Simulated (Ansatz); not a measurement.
**Energy against total moment in Ni**

We look at Ni: a measured crystal structure (space group Fm-3m), with 1 atom per cell. Source: COD entry 9012968; the sample's temperature and pressure aren't taken into account, and it need not be the stable phase.

```
Ni
1.0
     0.00000    1.75860    1.75860
     1.75860    0.00000    1.75860
     1.75860    1.75860    0.00000
Ni
1
Cartesian
  0.0000 0.0000 0.0000
```

Numbers behind element symbols give the atom's place in this list.

Level of theory: Ansatz development build ahead of 0.2.0, DFT, PBE, PAW, plane waves, scalar-relativistic.

| Setting | Value |
| --- | --- |
| Plane-wave cutoff | 420 eV |
| k-point mesh | 15×15×15 (Γ-centred) |
| Occupations | Fermi–Dirac smearing, 0.05 eV |

Site moments are integrals over atomic spheres and don't add up to the total.

A small moment in a metal is sensitive to the mesh and the smearing.

Each run fixes N↑ − N↓ and starts with that moment spread in parallel over the Ni atoms; no search for lower states follows. F is the free energy per cell, and F(lowest) that of the lowest run, the runs with a free moment included. A row is the solution that its start led to, not a proven minimum at that M. The run at M = 0 starts without moments and gives the spin-unpolarised solution. The cell holds one magnetic atom, so only parallel order fits; orders in a larger cell may lie lower.

The run at M = 0.97 μB took 1.3 s on 2 threads of Arm Neoverse V2, with other jobs on the host, peak memory 0.27 GiB.

| fixed M (μB/cell) | F − F(lowest) (meV/cell) | moments of Ni1 (μB) |
| --- | --- | --- |
| 0.00 | 51 | 0.00 |
| 0.24 | 41 | 0.26 |
| 0.48 | ? | ? |
| 0.73 | 6 | 0.76 |
| 0.97 | ? | ? |
| 1.21 | 241 | 1.19 |
| 1.45 | 524 | 1.38 |
| 1.70 | 947 | 1.58 |
| 1.94 | 1530 | 1.76 |

Task: Fill in the row for M = 0.48 μB.

Result: 14 meV; moments Ni1 0.52 μB.

Task: Fill in the row for M = 0.97 μB.

Result: 74 meV; moments Ni1 0.99 μB.

Task: Where do runs with a free total moment end?

Result: “usual moment, free total moment [Ni1 2.00 μB]” ends at 0.66 μB, 0 meV; “usual moment scaled by 0.1, free total moment [Ni1 0.20 μB]” ends at 0.66 μB, 0 meV.
